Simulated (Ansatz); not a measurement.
Values for one crystal, relaxed and computed with the program Ansatz at the PBEsol level (PAW); other levels are named.

```yaml
volume_per_atom: 13.26 Å³
electronic_character: metallic (no gap)
Formation energy from the elements (no fitted shifts): 0.020 eV/atom
Young's modulus: 376 GPa
zone_centre_stability: no imaginary mode at Γ
Poisson's ratio: 0.27
Elastic constants (relaxed ions, GPa): C11 = 523, C12 = 147, C44 = 126
```

Problem. Which of these materials gives this?
(A) SnRu3C, anti-perovskite
(B) InPt3C, anti-perovskite
(C) Sc2AlC, P6_3/mmc (Sc on 4f, Al on 2d, C on 2a)
(D) ReC, CsCl type

Solution. A, SnRu3C, anti-perovskite

Space group Pm-3m (anti-perovskite). The start of the workflow was typed in or built on a structure type; neither database checked (COD, Materials Project) lists it. Its standing as an ambient phase is unchecked. The cell was relaxed with PBEsol under the symmetry of its start. No spin polarisation was allowed. As this level gives no gap, shear constants depend on the k-mesh and smearing (Fermi–Dirac, 0.1 eV here). The references are the lowest solids computed at this level, not always the standard phases. Scalar-relativistic: spin–orbit coupling is off unless named, which matters more the heavier the elements.

Potentials: the later of the program's two PAW sets.
